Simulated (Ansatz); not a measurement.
Consider the following.

Bi₂Se₃:
```cif
data_Bi6Se9
_chemical_formula_sum 'Bi6 Se9'
_space_group_name_H-M_alt 'R-3m :H'
_space_group_IT_number 166
_space_group_name_Hall '-R 3 2"'
_cell_length_a 4.16451
_cell_length_b 4.16451
_cell_length_c 30.18402
_cell_angle_alpha 90.000
_cell_angle_beta 90.000
_cell_angle_gamma 120.000
loop_
_atom_site_label
_atom_site_type_symbol
_atom_site_symmetry_multiplicity
_atom_site_Wyckoff_symbol
_atom_site_fract_x
_atom_site_fract_y
_atom_site_fract_z
_atom_site_occupancy
Bi1 Bi 6 c 0.00000 0.00000 0.39770 1
Se1 Se 3 a 0.00000 0.00000 0.00000 1
Se2 Se 6 c 0.00000 0.00000 0.21771 1
```
(The calculation used a cell of 5 atoms; values per cell refer to that cell.)

This is the r²SCAN-relaxed structure.

Task: All from r²SCAN in the plane-wave PAW code Ansatz, unless another level is named. Predict the band gap.

Result: 0.82 eV (direct).

Task: What about the formation energy from the elements (no fitted shifts)?

Result: -430 meV/atom.

Task: And the valence-band maximum?

Result: at Γ.

Symmetry was held in the r²SCAN relaxation. A crystal of weakly bound layers computed without a dispersion correction: the cell and the soft elastic constants depend strongly on that. The references are the lowest solids computed at this level, not always the standard phases. Spin–orbit coupling is left out wherever it is not named.

Potentials: the later of the program's two PAW sets.
